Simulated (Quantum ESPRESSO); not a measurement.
```cif
data_Ga4Sb4
_chemical_formula_sum 'Ga4 Sb4'
_space_group_name_H-M_alt 'F-43m'
_space_group_IT_number 216
_space_group_name_Hall 'F -4 2 3'
_cell_length_a 6.13721
_cell_length_b 6.13721
_cell_length_c 6.13721
_cell_angle_alpha 90.000
_cell_angle_beta 90.000
_cell_angle_gamma 90.000
loop_
_atom_site_label
_atom_site_type_symbol
_atom_site_symmetry_multiplicity
_atom_site_Wyckoff_symbol
_atom_site_fract_x
_atom_site_fract_y
_atom_site_fract_z
_atom_site_occupancy
Ga1 Ga 4 a 0.00000 0.00000 0.00000 1
Sb1 Sb 4 d 0.75000 0.75000 0.75000 1
```
(The calculation used a cell of 2 atoms; values per cell refer to that cell.)

The geometry is that of Materials Project entry mp-1156, symmetrised and not relaxed again.

Question: What does PBEsol (pw.x of Quantum ESPRESSO, ONCV potentials, without SOC) give for the electronic structure near the Fermi level?

Answer: At this level the gap is closed or nearly so: along the path the highest valence and lowest conduction bands touch, or overlap by less than 0.6 eV, a zero-gap or semimetallic result; the valence top lies at Γ, the conduction bottom at Γ. Semilocal functionals close the gaps of some narrow-gap semiconductors, so this alone doesn't show that the compound has none. Without spin-orbit coupling, band edges of such heavy elements can be off by tenths of an eV.
